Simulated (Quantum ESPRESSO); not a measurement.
Simulation results for HfSiO4 (made-up cell)

All values are calculated (Quantum ESPRESSO 7.5). Calculation on a made-up crystal cell, not a measurement: periodic Kohn-Sham density functional theory in plane waves with PseudoDojo standard norm-conserving scalar-relativistic pseudopotentials, each functional with its own files (v0.5 for PBE, v0.4.1 for LDA and PBEsol), no spin polarisation, no spin-orbit coupling, atoms not relaxed, stress positive in tension, energies less a fixed whole-eV offset for each atom's element; levels are Kohn-Sham levels at fractions of this cell's reciprocal vectors, counted from the reference band (half the neutral cell's valence electrons, rounded up) at Gamma; error bars cover cutoff and k-mesh only, not smearing or the files; each bar is the largest change over components, and at least 0.002 eV, 0.002 eV per angstrom or 0.02 GPa; added strain carries the atoms with the cell, and shear is the tensor component; no dispersion term; energies are for the whole cell, and the offsets were chosen from early runs and are not element reference energies.

## HfSiO4 (made-up cell)

```cif
# cell vector a (Å): 4.6878 -0.0299 -0.0215
# cell vector b (Å): -0.0299 4.7441 -0.0008
# cell vector c (Å): -0.0279 -0.0010 6.0586
data_HfSiO4
_symmetry_space_group_name_H-M 'P 1'
_symmetry_Int_Tables_number 1
_cell_length_a 4.6879
_cell_length_b 4.7442
_cell_length_c 6.0587
_cell_angle_alpha 90.017
_cell_angle_beta 90.527
_cell_angle_gamma 90.726
_cell_volume 134.73
loop_
_atom_site_label
_atom_site_type_symbol
_atom_site_fract_x
_atom_site_fract_y
_atom_site_fract_z
_atom_site_occupancy
Hf1 Hf 0.99333 0.99049 0.99644 1
Si1 Si 0.50378 0.51028 0.25609 1
Hf2 Hf 0.00584 0.00427 0.49667 1
Si2 Si 0.49038 0.49993 0.75044 1
O1 O 0.30814 0.30630 0.01158 1
O2 O 0.68972 0.68951 0.99874 1
O3 O 0.80480 0.19037 0.25297 1
O4 O 0.20752 0.81203 0.24791 1
O5 O 0.29870 0.31149 0.50977 1
O6 O 0.69093 0.72055 0.49013 1
O7 O 0.80900 0.19421 0.75018 1
O8 O 0.19358 0.80123 0.74965 1
```

* lattice type: rutile, doubled along c
* functional: pbe
* cutoff: 1143 eV
* fermi dirac smearing: 0.025 eV
* scf tolerance: 1e-07 eV
* electrons removed: 0
* k mesh: 5 x 5 x 4, shifted by half a step

Atoms:
```tsv
atoms element	atom site	atom energy offset (eV)
Hf	1	-1535
Si	2	-115
Hf	3	-1535
Si	4	-115
O	5	-452
O	6	-452
O	7	-452
O	8	-452
O	9	-452
O	10	-452
O	11	-452
O	12	-452
```

Notes: the hafnium pseudopotential is less sure than the others, with forces about 3 percent (worst 6) and pressure in oxides about 1.5 GPa (worst 2.7) from a second method in checks, which the error bars do not cover.

**Q.** HfSiO4 (made-up cell): stress yz?
**A.** 2.393 GPa

**Q.** What stress xy does the calculation give for HfSiO4 (made-up cell)?
**A.** -7.811 GPa

**Q.** What stress yy does the calculation give for HfSiO4 (made-up cell)?
**A.** 6.283 GPa

**Q.** Give the table of forces values for HfSiO4 (made-up cell).
**A.** 
Forces:
```tsv
site	x (eV/Å)	y (eV/Å)	z (eV/Å)
1	0.4278	0.7953	0.6073
2	-0.3718	0.1413	-0.8433
3	0.2101	-0.1201	0.1194
4	-0.3672	-0.007835	0.8038
5	2.413	2.677	-0.345
6	-2.723	-2.816	-0.03268
7	-2.615	3.053	-0.5439
8	2.456	-2.888	0.238
9	3.976	3.824	0.2263
10	-3.576	-4.585	-0.07606
11	-2.776	2.853	-0.2609
12	2.947	-2.928	0.107
```

Further results for HfSiO4 (made-up cell):

- free energy less offsets: 1.602 eV
- scf iterations: 13
- smearing term minus ts: 0 eV
- pressure: -4.533 GPa
- stress xx: 3.252 GPa
- stress zz: 4.065 GPa
- stress xz: -0.8996 GPa
- error bar energy: 0.002821 eV
- error bar stress: 0.03688 GPa
- error bar force: 0.002 eV/Å
- error bars from: tighter rerun of a related cell
